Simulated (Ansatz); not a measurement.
The relaxed structure here is a generated cell of Rh: the first start was made by placing the elements on the sites of a structure type, and the end was not matched to a known phase here, so it may be hypothetical. Known forms of Rh include space group No. 225.

A relaxed cell of Rh (I4/mmm (No. 139)), relaxed on a k-mesh at least as fine as the one used below. These are PBE (plane waves to 420 eV, PAW, scalar-relativistic; Ansatz, a program for electronic structure) values and carry that method's errors. Γ-centred k-mesh 8×15×14 on the run's cell (coarser than for final values), Fermi–Dirac smearing 0.05 eV.

```yaml
crystal:
  lattice:
    - [-3.28028, 3.28028, 2.67910]
    - [1.64014, -1.64014, 1.33955]
    - [1.64014, 1.64014, -1.33955]
  atoms:
    - { symbol: Rh, position: [0.00000, 0.00000, 0.00000] }
    - { symbol: Rh, position: [0.50000, 0.00000, 0.00000] }
```

The atoms are displaced by (Å):

| atom | ux | uy | uz |
|---|---|---|---|
| Rh1 | 0.077 | -0.042 | -0.014 |
| Rh2 | 0.012 | -0.040 | -0.069 |

### Question
What forces (eV/Å) and pressure result?

### Answer
```tsv
atom	Fx	Fy	Fz
Rh1	-0.18	-0.13	-0.35
Rh2	0.18	0.13	0.35
```

Pressure +0.4 GPa.

The undisplaced cell is probably no minimum: from this displacement the run went on to Fm-3m (No. 225), 0.22 eV/atom below it.

No spin polarisation in the result.
